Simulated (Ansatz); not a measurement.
## ScAl₃N₃: reading a single point

```
CELL_PARAMETERS angstrom
3.42607 0.00000 0.00000
-1.71304 2.96707 0.00000
0.00000 0.00000 17.13139
ATOMIC_POSITIONS crystal
N 0.33330 0.66670 0.25000
N 0.66660 0.33330 0.75000
N 0.33330 0.66670 0.58760
N 0.66660 0.33330 0.08760
N 0.33330 0.66670 0.91240
N 0.66670 0.33340 0.41240
Sc 0.00000 0.00000 0.00000
Sc 0.00000 0.00000 0.50000
Al 0.33330 0.66670 0.12930
Al 0.66660 0.33330 0.62930
Al 0.33330 0.66670 0.37070
Al 0.66670 0.33340 0.87070
Al 0.33330 0.66670 0.75000
Al 0.66660 0.33330 0.25000
```

The numbers come from plane-wave PAW DFT (Ansatz): r2SCAN, no spin polarisation, 500 eV, 11×11×2 Γ-centred k points, fermi-dirac occupations (width 0.0373 eV). Nothing was relaxed.

(1) Metal or insulator?

(2) Is the cell too large or too small?

(3) Where is the largest force?

Origin: a known structure type with other elements, at an estimated volume, so it need not be a known compound. Caveats: many states at the Fermi level without spin polarisation, so a magnetic state may lie lower; atoms or cell far from equilibrium.

Answers

(1) It is a metal, with about 7.6 states/eV a cell as the mean within 0.25 eV of the Fermi level, mostly Sc d (31 %), Al p (30 %) and N p (14 %).

(2) The pressure is -16.6 GPa (compression positive), so with the atoms held at these fractions the cell would first shrink; the forces are large, so a full relaxation may end otherwise. The principal stresses -22.7, -22.7, -4.5 GPa differ, so its shape would change too.

(3) The largest is on Al12 (and as large on other atoms): 0.80 eV/Å, components (0.00, 0.00, 0.80). It makes 180° with the line to a nearest neighbour, N2 at 2.07 Å, pointing away from it.
